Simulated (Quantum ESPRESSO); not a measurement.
# Planted mistakes on one cell of Al3PSe3

The results below are calculated, not measured. They come from pw.x of Quantum ESPRESSO 7.5, a plane-wave density functional program, with PseudoDojo standard norm-conserving files (v0.5 for PBE, v0.4.1 for LDA and PBEsol). The cells are made up: elements, strain and atom displacements were drawn at random, and nothing was relaxed. There is no spin polarisation, spin-orbit coupling or dispersion term.

The cell has 8 sites of a zincblende or diamond lattice. Sites 1 to 4 hold Al Al empty Al; sites 5 to 8 hold P Se Se Se. Cell vectors in Å: (5.753, -0.072, 0.036); (-0.072, 5.677, -0.015); (0.036, -0.015, 5.690). Settings: PBE, cutoff 1170 eV, 4 x 4 x 4 k mesh shifted by half a step, Fermi-Dirac smearing of 0.025 eV.

The intended run has a self-consistency threshold of 1e-07 eV, a smearing term of 0.000 eV, a pressure of -3.39 GPa and 10 iterations. Each further run changes one thing: all lengths scaled by 0.9892; atoms of sites 5 and 8 exchanged; cutoff 652 eV; files of PBEsol; k mesh 1 x 1 x 1; one electron added; smearing 0.41 eV; threshold 0.04 eV. A coarse mesh keeps the shift, and a charged cell sits in a uniform background.

| run | change of free energy (eV) | smearing term -TS (eV) | change of P (GPa) | largest change of a force component (eV/Å) | iterations |
| --- | --- | --- | --- | --- | --- |
| A | 0.006 | 0.000 | 0.77 | 0.280 | 4 |
| B | -0.158 | -0.575 | 0.41 | 0.121 | 10 |
| C | 5.087 | 0.000 | 5.29 | 0.704 | 13 |
| D | 0.402 | 0.000 | 0.35 | 1.839 | 10 |
| E | -0.098 | 0.000 | 1.55 | 0.154 | 10 |
| F | 51.979 | 0.000 | -250.97 | 0.050 | 11 |
| G | 10.745 | 0.000 | -1.59 | 0.052 | 9 |
| H | 6.608 | -0.009 | 10.09 | 0.304 | 11 |

A rerun of the intended cell at 1467 eV and k mesh 6 x 6 x 6 moved values by no more than 0.003 eV in the cell's energy, 0.02 GPa in stress and 0.002 eV/Å in force.

Question: which change belongs to which run?

## Worked reading

Run A has the fewest iterations, as a run stopped early does. Run B has the largest smearing term, as wide smearing gives. Run F has a higher energy and the largest fall in pressure, as too small a basis gives. Run E changes the volume by a factor of 0.9679; minus its pressure change over the logarithm of that factor, 48 GPa, is a rough bulk modulus with clamped atoms. Energies from files of another functional, or of a charged cell, have another zero and say nothing on stability; the pressure of a charged cell rests on the program's zero of potential too.

## Key

| run | change |
| --- | --- |
| A | threshold 0.04 eV |
| B | smearing 0.41 eV |
| C | k mesh 1 x 1 x 1 |
| D | atoms of sites 5 and 8 exchanged |
| E | all lengths scaled by 0.9892 |
| F | cutoff 652 eV |
| G | files of PBEsol |
| H | one electron added |